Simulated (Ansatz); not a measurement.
# MoS2 at several levels of theory

One geometry, relaxed with PBE+D3(BJ), and single points on it; plane waves with PAW potentials in Ansatz, scalar-relativistic unless the row names spin-orbit coupling. Collinear spin, which adds to the cost, in r2SCAN (no moment survived); no spin polarisation in PBE+D3(BJ), PBEsol. Meshes are on the primitive cell of 6 atoms. Gaps are the least over mesh and band path; pressure is positive in compression. Smearing is Gaussian, 0.02 eV. Rows that don't name D3 lack it, which shows in their pressure.

```cif
data_structure
_symmetry_space_group_name_H-M 'P 1'
_symmetry_Int_Tables_number 1
_cell_length_a 3.1492
_cell_length_b 3.1492
_cell_length_c 12.0899
_cell_angle_alpha 90.000
_cell_angle_beta 90.000
_cell_angle_gamma 120.000
_cell_volume 103.83
loop_
_atom_site_label
_atom_site_type_symbol
_atom_site_fract_x
_atom_site_fract_y
_atom_site_fract_z
_atom_site_occupancy
Mo1 Mo 0.33333 0.66667 0.25000 1
Mo2 Mo 0.66667 0.33333 0.75000 1
S1 S 0.33333 0.66667 0.62049 1
S2 S 0.66667 0.33333 0.12049 1
S3 S 0.33333 0.66667 0.87951 1
S4 S 0.66667 0.33333 0.37951 1
```

| level | cutoff (eV) | k mesh | gap (eV) | pressure (GPa) | rough cost with bands (core-min) |
| --- | --- | --- | --- | --- | --- |
| PBE+D3(BJ) | 420 | 12×12×4 | 0.78 | 0.0 | 1.3 |

Task: What do r2SCAN, PBEsol give on the same cell?

Result:
```json
{"level": "r2SCAN", "cutoff (eV)": "500", "k mesh": "12×12×4", "gap (eV)": "0.89", "pressure (GPa)": "3.0", "rough cost with bands (core-min)": "4"}
{"level": "PBEsol", "cutoff (eV)": "420", "k mesh": "12×12×4", "gap (eV)": "0.74", "pressure (GPa)": "-1.0", "rough cost with bands (core-min)": "1.4"}
```